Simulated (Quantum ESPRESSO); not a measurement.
## Band energies of KLuS2 at -1.5 % isotropic strain

```xyz
4
Lattice="1.9245 1.1111 7.1258 -1.9245 1.1111 7.1258 0.0000 -2.2222 7.1258" Properties=species:S:1:pos:R:3 pbc="T T T"
S      0.0000     0.0000    16.3618
S      0.0000     0.0000     5.0155
K      0.0000     0.0000     0.0000
Lu     0.0000     0.0000    10.6887
```

PBEsol (pw.x of Quantum ESPRESSO, ONCV potentials, scalar-relativistic); path ΓLB1,BZΓX,QFP1Z,LP; energies in eV from the valence-band maximum.

```
k (1/Å)  point  band 19  band 20  band 21  band 22  band 23  band 24  band 25  band 26
-------  -----  -------  -------  -------  -------  -------  -------  -------  -------
0.00         Γ    -1.90    -1.90    -0.38     0.00     0.00     3.47     3.59     3.59
0.32              -2.25    -1.80    -1.22    -0.40    -0.38     3.20     3.99     4.23
0.64              -2.66    -2.13    -1.67    -0.90    -0.87     2.66     4.92     5.10
0.95         L    -2.71    -1.79    -1.69    -1.44    -1.00     2.48     4.58     5.47
1.31              -2.78    -2.14    -1.81    -1.59    -1.41     3.63     4.69     5.16
1.55        B1    -2.82    -2.56    -1.62    -1.59    -1.56     3.73     4.48     4.94
1.55         B    -2.82    -2.56    -1.62    -1.59    -1.56     3.73     4.48     4.94
1.90              -2.86    -1.88    -1.80    -1.45    -0.90     3.38     3.48     5.63
2.24              -2.57    -1.77    -1.14    -0.70    -0.60     3.33     3.58     4.83
2.59         Z    -1.84    -1.84    -1.33    -0.14    -0.14     3.68     3.68     3.72
2.92              -1.89    -1.89    -0.52    -0.02    -0.02     3.56     3.60     3.60
3.03         Γ    -1.90    -1.90    -0.38     0.00     0.00     3.47     3.59     3.59
3.33              -2.22    -1.82    -1.11    -0.47    -0.37     3.59     3.64     4.07
3.64              -2.54    -2.23    -1.75    -1.31    -0.78     3.75     3.89     5.30
3.94              -2.57    -2.37    -1.75    -1.72    -1.32     3.88     4.42     5.14
4.14         X    -2.80    -2.59    -1.61    -1.60    -1.57     3.76     4.68     4.74
4.14         Q    -2.80    -2.59    -1.61    -1.60    -1.57     3.76     4.68     4.74
4.45              -2.53    -1.93    -1.78    -1.37    -1.12     2.46     5.10     5.10
4.66         F    -2.50    -1.94    -1.79    -1.01    -0.88     1.95     5.02     5.38
4.66        P1    -2.57    -1.92    -1.77    -1.07    -0.89     2.04     5.09     5.25
4.93              -2.74    -1.90    -1.73    -0.80    -0.77     2.22     4.74     5.22
5.20              -2.60    -1.75    -1.27    -0.70    -0.51     2.89     4.37     4.42
5.47              -1.97    -1.83    -1.21    -0.25    -0.17     3.59     3.73     3.80
5.56         Z    -1.84    -1.84    -1.33    -0.14    -0.14     3.68     3.68     3.72
5.56         L    -2.71    -1.79    -1.69    -1.44    -1.00     2.48     4.58     5.47
5.85         P    -2.57    -1.92    -1.77    -1.07    -0.89     2.04     5.09     5.25
```

The PBEsol gap is indirect, 1.95 eV, from Γ to F; the smallest direct gap is 2.82 eV.

The 4f states are in the valence at their DFT position.

Geometry strained from the cell relaxed with PBEsol, atoms relaxed again.
